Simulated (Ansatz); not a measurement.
SbTeOs:
```cif
data_Os4Sb4Te4
_chemical_formula_sum 'Sb4 Te4 Os4'
_space_group_name_H-M_alt 'P21/c'
_space_group_IT_number 14
_space_group_name_Hall '-P 2ybc'
_cell_length_a 6.62330
_cell_length_b 6.52835
_cell_length_c 6.69698
_cell_angle_alpha 90.000
_cell_angle_beta 113.997
_cell_angle_gamma 90.000
loop_
_atom_site_label
_atom_site_type_symbol
_atom_site_symmetry_multiplicity
_atom_site_Wyckoff_symbol
_atom_site_fract_x
_atom_site_fract_y
_atom_site_fract_z
_atom_site_occupancy
Sb1 Sb 4 e 0.86024 0.14063 0.11405 1
Te1 Te 4 e 0.34648 0.36510 0.18435 1
Os1 Os 4 e 0.72297 0.49895 0.20326 1
```

Relaxed with PBEsol.

Task: Which orbitals make up the states near the band edges in PBEsol in the plane-wave PAW code Ansatz?

Result: Top 1 eV of the valence band: Os 5d 60 %, Sb 5p 18 %, Te 5p 16 %. Bottom 1 eV of the conduction band: Os 5d 47 %, Te 5p 22 %, Sb 5p 15 %, Sb 5s 7 %. Projections are on Löwdin-orthogonalised atomic valence shells; empty p or d shells of many metals are not among them.

Task: Tabulate the density of states.

Result: States/eV per cell of 12 atoms, in 0.25 eV bins, energy from the valence-band maximum.

```
E (eV)  total  Os 5d  Te 5p  Sb 5p
------  -----  -----  -----  -----
-7.87    0.00   0.00   0.00   0.00
-7.62    0.00   0.00   0.00   0.00
-7.37    0.00   0.00   0.00   0.00
-7.12    0.00   0.00   0.00   0.00
-6.87    0.00   0.00   0.00   0.00
-6.62    0.27   0.02   0.13   0.05
-6.37    2.06   0.27   0.96   0.43
-6.12    7.30   0.97   3.51   1.49
-5.87    7.54   1.33   3.45   1.59
-5.62    8.09   1.83   3.54   1.78
-5.37    8.24   2.15   3.66   1.75
-5.12    7.24   2.10   3.01   1.54
-4.87    6.14   1.93   2.41   1.29
-4.62    7.20   2.55   2.66   1.41
-4.37    8.29   2.98   3.06   1.61
-4.12    8.11   2.95   2.95   1.61
-3.87    9.12   3.34   3.34   1.76
-3.62    6.92   2.58   2.40   1.40
-3.37    8.69   3.48   2.62   1.97
-3.12   10.22   4.58   2.55   2.41
-2.87   11.98   5.88   2.45   2.92
-2.62    9.93   4.73   1.89   2.58
-2.37    9.41   5.31   1.09   2.30
-2.12   12.98   8.34   1.33   2.44
-1.87   15.05   9.75   1.70   2.66
-1.62   15.99  10.25   2.03   2.80
-1.37   13.43   8.46   1.83   2.39
-1.12   12.36   7.53   1.93   2.14
-0.87   12.69   7.22   2.10   2.56
-0.62    9.11   5.46   1.41   1.68
-0.37    9.05   5.78   1.31   1.37
-0.12    2.59   1.60   0.40   0.39
0.13     0.00   0.00   0.00   0.00
0.38     0.00   0.00   0.00   0.00
0.63     0.00   0.00   0.00   0.00
0.88     0.32   0.19   0.09   0.03
1.13     8.43   4.73   1.76   0.86
1.38     7.62   3.66   1.65   1.12
1.63     8.61   3.67   1.97   1.54
1.88     8.04   3.03   1.69   1.89
2.13     8.26   2.69   1.57   2.51
2.38     7.39   2.23   1.53   2.40
2.63     9.13   2.62   2.04   3.08
2.88     7.34   1.86   1.67   2.62
3.13     7.50   1.96   1.66   2.58
3.38     7.90   2.00   1.72   2.74
3.63     5.96   1.38   1.27   2.02
3.88     6.74   1.48   1.43   2.35
4.13     7.03   1.41   1.48   2.46
4.38     6.66   1.25   1.32   2.27
4.63     5.48   0.96   0.98   1.79
4.88     5.07   0.67   0.73   1.41
5.13     4.45   0.37   0.53   0.89
5.38     5.13   0.32   0.63   0.76
5.63     6.04   0.33   0.67   0.74
```

Space group P2_1/c. The first step of the workflow began from a Materials Project structure, measured or hypothetical; the Crystallography Open Database copy checked does not list it. Whether it is the stable phase at ambient conditions was not checked. The PBEsol relaxation kept the symmetry of its start; whether a distortion lowers the energy is not shown. No spin polarisation was allowed. Spin–orbit coupling is left out wherever it is not named.

Potentials: the later of the program's two PAW sets.
